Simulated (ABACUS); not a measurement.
**How a calculation on Ti (P6/mmm, 3 atoms in the cell; from Materials Project mp-72) responds to its settings**

```
Ti
1.0
    4.56737     0.00000     0.00000
   -2.28369     3.95546     0.00000
    0.00000     0.00000     2.82624
Ti
3
Direct
  0.00000   0.00000   0.00000
  0.33333   0.66667   0.50000
  0.66667   0.33333   0.50000
```

Base run A: PBEsol, PseudoDojo 0.4 standard norm-conserving PBEsol (tails mended) pseudopotentials in ABACUS, self-consistent single point.

Its settings: KPT = Gamma 8 8 12 0 0 0; basis_type = pw; ecutwfc = 84 Ry; smearing_method = mp; smearing_sigma = 0.0199916 Ry; potentials = PseudoDojo 0.4 standard norm-conserving PBEsol (tails mended); symmetry = 1; symmetry_prec = 1e-05; ks_solver = dav; scf_nmax = 100; scf_thr = 1.0e-09 Ry; mixing_type = pulay; mixing_beta = 0.4.

The structure comes from a collection of computed structures, made at another level of theory; the collection holds predicted forms beside known ones.

ΔF is the free energy per atom less that of run A. 

A variant of run A gave: the free energy falls by 2.2 meV/atom and the pressure goes from -3.76 to -1.42 GPa.

Q: What was changed between the two runs?
A) lattice vector c scaled by 1.01
B) lattice vector c scaled by 1.02
C) lattice vector c scaled by 0.99
D) lattice vector c scaled by 0.98

A: D, lattice vector c scaled by 0.98. That run gave: ΔF (meV/atom) -2.2; pressure (GPa) -1.42.

The base and the other variants:

```tsv
change	ΔF (meV/atom)	pressure (GPa)
base	0.00	-3.76
lattice vector c scaled by 0.99	-2.4	-2.62
lattice vector c scaled by 1.01	5.0	-4.83
lattice vector c scaled by 1.02	12.4	-5.84
```

“Tails mended”: in these copies of the files the far tail of each local potential was reset to the Coulomb form.
